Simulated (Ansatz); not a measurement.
## KMnF3: do energies and stresses tell the same story?

Method: DFT r2SCAN, scalar-relativistic, plane waves, PAW in Ansatz.

Settings: cutoff 500 eV, Γ-centred mesh 6×6×6 on the computed 5-atom cell, Gaussian smearing of 0.02 eV; collinear spin from starting moments 0 4.65 0 0 0 μB.

Relaxed cell: Pm-3m, a = 4.187 Å, b = 4.187 Å, c = 4.187 Å, α = 90.00°, β = 90.00°, γ = 90.00°, 5 atoms in the primitive cell.

Energies at zero smearing and pressures from the stress tensor, at volumes with shape and atoms relaxed:
| V (Å³/atom) | E − E(first) (meV/atom) | P (GPa) |
| --- | --- | --- |
| 13.804 | 0.00 | 5.10 |
| 14.245 | -10.07 | 2.31 |
| 14.685 | -13.09 | -0.05 |
| 15.126 | -10.14 | -2.04 |
| 15.566 | -2.17 | -3.72 |

Check P = −dE/dV between neighbouring volumes, and get the bulk modulus from the pressures alone.

With 1 eV/Å³ = 160.2 GPa:
```
middle V (Å³/atom)  −ΔE/ΔV (GPa) mean P (GPa)
            14.024         3.663         3.702
            14.465         1.096         1.130
            14.905        -1.072        -1.043
            15.346        -2.898        -2.878
```

The two differ by 0.04 GPa at most. The mean of two end pressures misses the average over a step by about ΔV² P″/12, up to 0.04 GPa here; with that taken off 0.00 GPa remains. Around V = 14.685 Å³/atom, the two neighbours give B = −V ΔP/ΔV = 14.685 × 4.34 / 0.881 = 72.4 GPa, against B0 = 72.2 GPa from the Birch–Murnaghan fit of the energies.

The state reached may not be the lowest one. The cell holds one magnetic atom, so it can only be ferromagnetic; an antiferromagnetic order may lie lower.

Only this magnetic start was tried.

Symmetry holds off the tilts and polar distortions that many cubic perovskites undergo.